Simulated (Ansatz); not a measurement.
Ge$_{2}$Pd (MoSi2 or CaC2 type, I4/mmm) under volume change, the program Ansatz at the PBE level (PAW), shape and atoms relaxed at each volume.

| V (Å³/atom) | E − E(relaxed) (meV/atom) | P (GPa) |
|---|---|---|
| 15.654 | 51.8 | 11.73 |
| 16.170 | 21.7 | 7.13 |
| 16.686 | … | … |
| 17.202 | 0.0 | 0.00 |
| 17.718 | … | … |
| 18.234 | 17.0 | -4.99 |
| 18.750 | 36.2 | -6.84 |

Question: Complete the blanks.

Answer: 
- 16.686, E − E(relaxed) (meV/atom): 5.1
- 16.686, P (GPa): 3.26
- 17.718, E − E(relaxed) (meV/atom): 4.5
- 17.718, P (GPa): -2.72

Question: What does a third-order Birch–Murnaghan fit give for V₀, B₀ and B′?

Answer: V₀ = 17.20 Å³/atom, B₀ = 98.5 GPa, B′ = 4.9.

The cell is a constructed one: a structure type filled with these elements; neither database checked (COD, Materials Project) lists it. Whether it is the stable phase at ambient conditions was not checked. Symmetry was held in the PBE relaxation; whether a distortion lowers the energy is not shown. No spin polarisation was allowed.

Potentials: the later of the program's two PAW sets.
